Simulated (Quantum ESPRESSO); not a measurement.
## Band energies of Ti$_{2}$Cd

```
Ti2Cd
1.0
   -1.42388     1.42388     6.73752
    1.42388    -1.42388     6.73752
    1.42388     1.42388    -6.73752
Ti Cd
2 1
Direct
  0.67739   0.67739   0.00000
  0.32261   0.32261   0.00000
  0.00000   0.00000   0.00000
```

PBEsol (pw.x of Quantum ESPRESSO, ONCV potentials, scalar-relativistic); path ΓXYSΓZS1NPY1Z,XP; energies in eV from the Fermi level.

```csv
k (1/Å),point,band 18,band 19,band 20,band 21,band 22,band 23,band 24,band 25
0.00,Γ,-7.62,-3.65,-3.28,-1.48,-0.80,0.03,1.42,1.42
0.42,,-6.96,-2.94,-2.78,-1.12,-0.52,0.30,1.08,1.40
0.94,,-4.21,-1.62,-1.43,-0.62,0.04,0.28,0.72,1.21
1.35,,-2.19,-2.06,-1.46,-0.96,0.17,0.96,1.38,2.25
1.56,X,-2.20,-2.10,-1.42,-1.02,0.03,1.70,1.81,2.19
1.56,Y,-2.19,-2.08,-1.41,-1.02,-0.07,1.69,1.80,2.20
1.77,,-2.05,-2.02,-1.34,-1.01,-0.66,1.28,1.54,2.13
2.19,,-2.53,-1.84,-1.52,-1.19,-0.86,0.21,0.75,1.19
2.61,S,-3.17,-2.20,-1.94,-1.01,-0.94,0.26,0.39,1.18
2.72,,-3.12,-2.53,-1.91,-0.85,-0.70,0.20,0.45,1.19
3.14,,-6.04,-2.43,-2.42,-0.79,-0.40,0.55,0.86,1.38
3.66,,-7.58,-3.60,-3.25,-1.46,-0.78,0.05,1.42,1.42
3.77,Γ,-7.62,-3.65,-3.28,-1.48,-0.80,0.03,1.42,1.42
4.12,,-7.31,-5.20,-2.16,-1.46,-0.13,0.01,1.35,1.35
4.23,Z,-7.23,-5.37,-2.09,-1.46,0.00,0.01,1.34,1.34
4.65,,-6.65,-4.49,-1.60,-1.10,-0.37,0.59,0.92,1.41
5.08,,-4.57,-2.54,-1.13,-1.08,-0.72,0.00,0.70,1.27
5.29,S1,-3.17,-2.20,-1.94,-1.01,-0.94,0.26,0.39,1.18
5.53,N,-2.89,-2.63,-1.68,-1.40,-0.53,0.31,0.35,1.18
5.63,,-2.84,-2.61,-1.65,-1.38,-0.53,0.29,0.32,1.16
6.03,,-2.24,-1.87,-1.39,-1.21,-0.87,0.33,1.01,1.04
6.53,,-2.17,-2.09,-1.27,-1.25,0.50,0.56,2.23,2.30
6.63,P,-2.19,-2.10,-1.26,-1.26,0.61,0.61,2.23,2.29
6.87,Y1,-2.19,-2.08,-1.41,-1.02,-0.07,1.69,1.80,2.20
6.96,,-2.16,-2.04,-1.36,-1.02,-0.43,1.68,1.76,2.20
7.40,,-3.80,-2.23,-1.06,-0.88,-0.74,0.83,1.36,1.56
7.75,,-5.90,-3.65,-1.08,-0.79,-0.38,0.63,0.68,1.29
8.19,,-7.14,-5.21,-1.99,-1.40,0.01,0.06,1.26,1.34
8.36,Z,-7.23,-5.37,-2.09,-1.46,0.00,0.01,1.34,1.34
8.36,X,-2.20,-2.10,-1.42,-1.02,0.03,1.70,1.81,2.19
8.60,P,-2.19,-2.10,-1.26,-1.26,0.61,0.61,2.23,2.29
```

A metal at this level: along this path band 22 crosses the Fermi level.

Spin-orbit splittings are left out.

Geometry of the Materials Project entry, not relaxed at this level.
